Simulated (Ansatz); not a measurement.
Starting cell, Ir (fcc, Cu type):

```yaml
crystal:
  lattice:
    - [3.83029, 0.00000, 0.00000]
    - [0.00000, 3.83029, 0.00000]
    - [0.00000, 0.00000, 3.83029]
  atoms:
    - { symbol: Ir, position: [0.00000, 0.00000, 0.00000] }
    - { symbol: Ir, position: [0.50000, 0.50000, 0.00000] }
    - { symbol: Ir, position: [0.50000, 0.00000, 0.50000] }
    - { symbol: Ir, position: [0.00000, 0.50000, 0.50000] }
```

In this cell atom 3 (Ir, nearest neighbour Ir at 2.708 Å; its periodic images, 3.8 Å or more away, move with it) is moved by s along Cartesian [110], unit vector (0.707, 0.707, 0.000); all other atoms and the cell stay fixed.

These are PBEsol (plane waves to 420 eV, PAW, scalar-relativistic; Ansatz, a quantum-chemistry and plane-wave program) values and carry that method's errors. k mesh 10×10×10 (Γ-centred), Fermi-Dirac smearing 0.05 eV. Energies are smeared free energies. Left out: 4 of 11 points, with atoms too close for the PAW data. With partly filled bands, energies and forces of such displacements shift with the k mesh and the smearing. Ir is run without spin polarisation. Ir was relaxed with its symmetry unable to fall. Spin-orbit coupling is left out, though Ir is heavy. The PAW data are Ansatz's earlier set. ΔE is measured from the undisplaced structure. The last digit holds for this mesh only.

| s (Å) | ΔE (meV/cell) |
|---|---|
| -0.486 | 2246.2 |
| -0.324 | 872.8 |
| -0.162 | 198.0 |
| 0.000 | 0.0 |
| 0.162 | 198.0 |
| 0.324 | 872.8 |
| 0.486 | 2246.2 |

Problem. What force constant k = d²E/ds² at s = 0 does the table give?

Solution. 15 eV/Å². It is the second difference of the nearest points, corrected with the next pair.

Problem. With k = 14.59 eV/Å² from the forces, is the well harmonic out to s = 0.486 Å?

Solution. ½ks² = 1723 meV/cell against the computed 2246 meV/cell, so the well is stiffer than harmonic there.

(For displaced atoms, the force is minus the slope of the energy, and its curvature is a force constant, which sets phonon frequencies.)
